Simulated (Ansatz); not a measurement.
SiOS (Janus 2H monolayer), relaxed with r2SCAN in Ansatz 0.2.0. In-plane lattice: a = 2.934 Å, b = 2.934 Å, γ = 120.0°; thickness between the outer nuclei 2.50 Å. Si is surrounded by 3 O at 1.97 Å and 3 S at 2.25 Å; O is surrounded by 3 Si at 1.97 Å; S is surrounded by 3 Si at 2.25 Å.

The axes x, y and z are those of this cell:
```yaml
crystal:
  lattice:
    - [2.93448, 0.00000, 0.00000]
    - [-1.46724, 2.54133, 0.00000]
    - [0.00000, 0.00000, 28.74923]
  atoms:
    - { symbol: Si, position: [0.33333, 0.66667, 0.31846] }
    - { symbol: O, position: [0.66667, 0.33333, 0.35375] }
    - { symbol: S, position: [0.66667, 0.33333, 0.26694] }
```
Two periodic directions, a and b.

Unstrained: The HSE06 gap is direct at Γ: 0.695 eV. Meshes: HSE06 9×9×1. Strains are changes of length per length. After each strain the atoms were relaxed again with r2SCAN within the symmetry that the strain leaves, so tilts or polar shifts that break it weren't tested; points keep the names that they have in the unstrained zone. No spin polarisation and no zero-point or thermal motion; the cell was built from a prototype and may be hypothetical.

**Question.** Estimate what uniaxial -1.0 % along y, other directions held does to the gap.

**Answer.** HSE06: the gap goes from 0.695 to 2.139 eV (+1.444 eV).

**Question.** Apply uniaxial +5.0 % along x, other directions held. How far does the gap move, against the unstrained cell?

**Answer.** HSE06: the gap goes from 0.695 to 2.128 eV (+1.433 eV); it turns from direct (Γ) to indirect (Γ → M [(0, 1/2, 0)]); the M points, equivalent before, split by 324 meV, and the conduction bottom lies at those like (0, 1/2, 0).

**Question.** Apply in-plane biaxial +4.0 %. How far does the gap move, against the unstrained cell?

**Answer.** HSE06: the gap goes from 0.695 to 0.728 eV (+0.033 eV).

The meshes of the hybrids are coarse, so their gaps aren't converged to the digits shown.
